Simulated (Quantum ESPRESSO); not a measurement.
## Calculated data, Al2ZnClF7 (made-up cell, one site empty)

All values are calculated (Quantum ESPRESSO 7.5). Calculation on a made-up crystal cell, not a measurement: periodic Kohn-Sham density functional theory in plane waves with PseudoDojo standard norm-conserving scalar-relativistic pseudopotentials, each functional with its own files (v0.5 for PBE, v0.4.1 for LDA and PBEsol), no spin polarisation, no spin-orbit coupling, atoms not relaxed, stress positive in tension, energies less a fixed whole-eV offset for each atom's element; levels are Kohn-Sham levels at fractions of this cell's reciprocal vectors, counted from the reference band (half the neutral cell's valence electrons, rounded up) at Gamma; error bars cover cutoff and k-mesh only, not smearing or the files; each bar is the largest change over components, and at least 0.002 eV, 0.002 eV per angstrom or 0.02 GPa; added strain carries the atoms with the cell, and shear is the tensor component; no dispersion term; energies are for the whole cell, and the offsets were chosen from early runs and are not element reference energies.

Settings shared by all entries: lattice type rutile, doubled along c; empty site 4; functional pbe; cutoff 1143 eV; fermi dirac smearing 0.025 eV; scf tolerance 1e-07 eV; electrons removed 0; added strain kind shear xy; k mesh 5 x 5 x 4, shifted by half a step.

(1) Al2ZnClF7 (made-up cell, one site empty)

Unstrained structure:
```
Al2ZnClF7
1.0
      4.8840     0.0000     0.0000
      0.0000     4.8840     0.0000
      0.0000     0.0000     6.4932
Al Zn F Cl F
2 1 5 1 2
Direct
  -0.00868 -0.00530 -0.00043
  0.49767 0.50074 0.25166
  0.01331 -0.00844 0.49783
  0.29898 0.30371 0.00208
  0.68722 0.68108 -0.00320
  0.81407 0.19054 0.25274
  0.20743 0.80440 0.24945
  0.31210 0.30301 0.50450
  0.69097 0.68878 0.50859
  0.80240 0.20551 0.74382
  0.20164 0.80964 0.74205
```

- added strain: -0.0185
- structure shown: before the added strain of -0.0185
- free energy less offsets: 35.58 eV
- scf iterations: 11
- smearing term minus ts: 0 eV
- pressure: -11.77 GPa
- stress xx: 7.958 GPa
- stress yy: 8.636 GPa
- stress zz: 18.72 GPa
- stress yz: -1.688 GPa
- stress xz: -1.854 GPa
- stress xy: -2.164 GPa
- reference band: 41
- error bar energy: 0.00283 eV
- error bar stress: 0.02 GPa
- error bar force: 0.002 eV/Å
- error bar next band up: 0.002 eV
- error bars from: tighter rerun of a related cell

Atoms:
```csv
atoms element,atom site,atom energy offset (eV)
Al,1,-64
Al,2,-64
Zn,3,-5687
F,5,-677
F,6,-677
F,7,-677
F,8,-677
F,9,-677
Cl,10,-449
F,11,-677
F,12,-677
```

Forces:
```csv
site,x (eV/Å),y (eV/Å),z (eV/Å)
1,0.1148,0.488,-2.573
2,-1.23,-1.118,-1.474
3,1.472,1.813,1.799
5,-0.6497,-0.7514,2.285
6,0.9821,1.034,2.114
7,-0.1866,0.07295,-2.124
8,0.1214,-0.3746,-1.909
9,-0.111,-0.01599,-2.743
10,-0.6209,-0.6382,0.3636
11,1.539,-1.755,2.103
12,-1.431,1.246,2.157
```

Levels:
```csv
level k point,next band up (eV)
Gamma,2.859
"(1/2,1/2,1/2)",4.57
"(0.15,0,0)",3.108
"(0,0.15,0)",3.109
"(0,0,0.15)",2.997
```

(2) Al2ZnClF7 (made-up cell, one site empty)

Structure as in entry 1.

* added strain: -0.014
* structure shown: before the added strain of -0.014
* free energy less offsets: 35.56 eV
* scf iterations: 11
* smearing term minus ts: 0 eV
* pressure: -11.91 GPa
* stress xx: 8.138 GPa
* stress yy: 8.802 GPa
* stress zz: 18.78 GPa
* stress yz: -1.683 GPa
* stress xz: -1.843 GPa
* stress xy: -1.688 GPa
* reference band: 41
* error bar energy: 0.00283 eV
* error bar stress: 0.02 GPa
* error bar force: 0.002 eV/Å
* error bar next band up: 0.002 eV
* error bars from: tighter rerun of a related cell

Atoms:
```csv
atoms element,atom site,atom energy offset (eV)
Al,1,-64
Al,2,-64
Zn,3,-5687
F,5,-677
F,6,-677
F,7,-677
F,8,-677
F,9,-677
Cl,10,-449
F,11,-677
F,12,-677
```

Forces:
```csv
site,x (eV/Å),y (eV/Å),z (eV/Å)
1,0.1177,0.4881,-2.595
2,-1.206,-1.114,-1.433
3,1.406,1.762,1.823
5,-0.6391,-0.7402,2.283
6,0.971,1.022,2.115
7,-0.202,0.08033,-2.132
8,0.1195,-0.3808,-1.923
9,-0.1016,-0.006041,-2.744
10,-0.5712,-0.5941,0.3215
11,1.525,-1.746,2.114
12,-1.419,1.229,2.171
```

Levels:
```csv
level k point,next band up (eV)
Gamma,2.852
"(1/2,1/2,1/2)",4.555
"(0.15,0,0)",3.101
"(0,0.15,0)",3.102
"(0,0,0.15)",2.991
```

(3) Al2ZnClF7 (made-up cell, one site empty)

Structure as in entry 1.

* added strain: -0.0067
* structure shown: before the added strain of -0.0067
* free energy less offsets: 35.55 eV
* scf iterations: 11
* smearing term minus ts: 0 eV
* pressure: -12.1 GPa
* stress xx: 8.397 GPa
* stress yy: 9.038 GPa
* stress zz: 18.86 GPa
* stress yz: -1.674 GPa
* stress xz: -1.823 GPa
* stress xy: -0.9311 GPa
* reference band: 41
* error bar energy: 0.00283 eV
* error bar stress: 0.02 GPa
* error bar force: 0.002 eV/Å
* error bar next band up: 0.002 eV
* error bars from: tighter rerun of a related cell

Atoms:
```csv
atoms element,atom site,atom energy offset (eV)
Al,1,-64
Al,2,-64
Zn,3,-5687
F,5,-677
F,6,-677
F,7,-677
F,8,-677
F,9,-677
Cl,10,-449
F,11,-677
F,12,-677
```

Forces:
```csv
site,x (eV/Å),y (eV/Å),z (eV/Å)
1,0.1223,0.4873,-2.634
2,-1.164,-1.107,-1.364
3,1.303,1.682,1.861
5,-0.6211,-0.72,2.281
6,0.9519,1.003,2.115
7,-0.227,0.09227,-2.147
8,0.1157,-0.3903,-1.946
9,-0.08503,0.0117,-2.745
10,-0.4968,-0.5276,0.2537
11,1.501,-1.732,2.131
12,-1.4,1.2,2.196
```

Levels:
```csv
level k point,next band up (eV)
Gamma,2.838
"(1/2,1/2,1/2)",4.531
"(0.15,0,0)",3.087
"(0,0.15,0)",3.089
"(0,0,0.15)",2.978
```

(4) Al2ZnClF7 (made-up cell, one site empty)

Structure as in entry 1.

- added strain: -0.0012
- structure shown: before the added strain of -0.0012
- free energy less offsets: 35.54 eV
- scf iterations: 11
- smearing term minus ts: 0 eV
- pressure: -12.22 GPa
- stress xx: 8.565 GPa
- stress yy: 9.19 GPa
- stress zz: 18.91 GPa
- stress yz: -1.666 GPa
- stress xz: -1.808 GPa
- stress xy: -0.3765 GPa
- reference band: 41
- error bar energy: 0.00283 eV
- error bar stress: 0.02 GPa
- error bar force: 0.002 eV/Å
- error bar next band up: 0.002 eV
- error bars from: tighter rerun of a related cell

Atoms:
```csv
atoms element,atom site,atom energy offset (eV)
Al,1,-64
Al,2,-64
Zn,3,-5687
F,5,-677
F,6,-677
F,7,-677
F,8,-677
F,9,-677
Cl,10,-449
F,11,-677
F,12,-677
```

Forces:
```csv
site,x (eV/Å),y (eV/Å),z (eV/Å)
1,0.1262,0.4869,-2.665
2,-1.133,-1.103,-1.314
3,1.232,1.628,1.891
5,-0.6064,-0.7041,2.279
6,0.9368,0.9881,2.115
7,-0.246,0.1019,-2.159
8,0.1121,-0.3967,-1.963
9,-0.07198,0.0255,-2.746
10,-0.4464,-0.4828,0.2044
11,1.482,-1.72,2.144
12,-1.384,1.177,2.214
```

Levels:
```csv
level k point,next band up (eV)
Gamma,2.826
"(1/2,1/2,1/2)",4.511
"(0.15,0,0)",3.075
"(0,0.15,0)",3.077
"(0,0,0.15)",2.967
```

(5) Al2ZnClF7 (made-up cell, one site empty)

Structure as in entry 1.

- added strain: 0.003
- structure shown: before the added strain of 0.003
- free energy less offsets: 35.54 eV
- scf iterations: 11
- smearing term minus ts: 0 eV
- pressure: -12.31 GPa
- stress xx: 8.678 GPa
- stress yy: 9.291 GPa
- stress zz: 18.95 GPa
- stress yz: -1.661 GPa
- stress xz: -1.797 GPa
- stress xy: 0.04699 GPa
- reference band: 41
- error bar energy: 0.00283 eV
- error bar stress: 0.02 GPa
- error bar force: 0.002 eV/Å
- error bar next band up: 0.002 eV
- error bars from: tighter rerun of this cell

Atoms:
```csv
atoms element,atom site,atom energy offset (eV)
Al,1,-64
Al,2,-64
Zn,3,-5687
F,5,-677
F,6,-677
F,7,-677
F,8,-677
F,9,-677
Cl,10,-449
F,11,-677
F,12,-677
```

Forces:
```csv
site,x (eV/Å),y (eV/Å),z (eV/Å)
1,0.1279,0.4863,-2.689
2,-1.108,-1.1,-1.275
3,1.175,1.585,1.914
5,-0.5948,-0.6918,2.277
6,0.9245,0.976,2.115
7,-0.2602,0.1086,-2.168
8,0.109,-0.4008,-1.977
9,-0.06203,0.03623,-2.746
10,-0.4067,-0.4471,0.167
11,1.466,-1.71,2.154
12,-1.371,1.158,2.229
```

Levels:
```csv
level k point,next band up (eV)
Gamma,2.815
"(1/2,1/2,1/2)",4.495
"(0.15,0,0)",3.065
"(0,0.15,0)",3.066
"(0,0,0.15)",2.957
```
